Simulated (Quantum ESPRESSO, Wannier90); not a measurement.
Wannierisation of ZrN (rock salt)

```
ZrN
1.0
    0.00000     2.29427     2.29427
    2.29427     0.00000     2.29427
    2.29427     2.29427     0.00000
Zr N
1 1
Cartesian
  2.29427   2.29427   2.29427
  0.00000   0.00000   0.00000
```

Materials Project entry mp-1352; symmetrised, unrelaxed at this level. COD (Crystallography Open Database) has an entry of this formula and space group (matched by these alone). Method: PBEsol plane waves in Quantum ESPRESSO 7.5 (PseudoDojo norm-conserving files, 68 Ry, spinors with spin-orbit coupling), Bloch states on a 8×8×8 mesh through Γ, Wannier90 4.0.1. Density: 12×12×12 mesh, cold smearing 0.01 Ry.

Base run: 16 functions from bands 11-44 of the 44 computed, start hydrogen-like Zr: d; N: p, centres 0.05 Å off the atoms, frozen window up to 1.50 eV relative to the Fermi level, outer window open. One setting was then changed (edges relative to the Fermi level; misfit to pw.x on a path, for states up to 1.0 eV relative to the Fermi level).

```tsv
run	Ω_I (Å²)	rms misfit (meV)	worst (meV)
base	19.99	6.2	73
changed	21.77	3.2	42
```

### Question
Which change was made?
(A) frozen window to -1.50 eV
(B) only the lowest 18 of the kept bands
(C) frozen window to 1.00 eV
(D) no frozen window
(E) frozen window to 0.50 eV

### Answer
B, only the lowest 18 of the kept bands. The others give:

```tsv
run	Ω_I (Å²)	rms misfit (meV)	worst (meV)
frozen window to 1.00 eV	19.47	21	234
frozen window to 0.50 eV	19.24	48	508
frozen window to -1.50 eV	17.99	375	1162
no frozen window	14.22	2227	4479
```
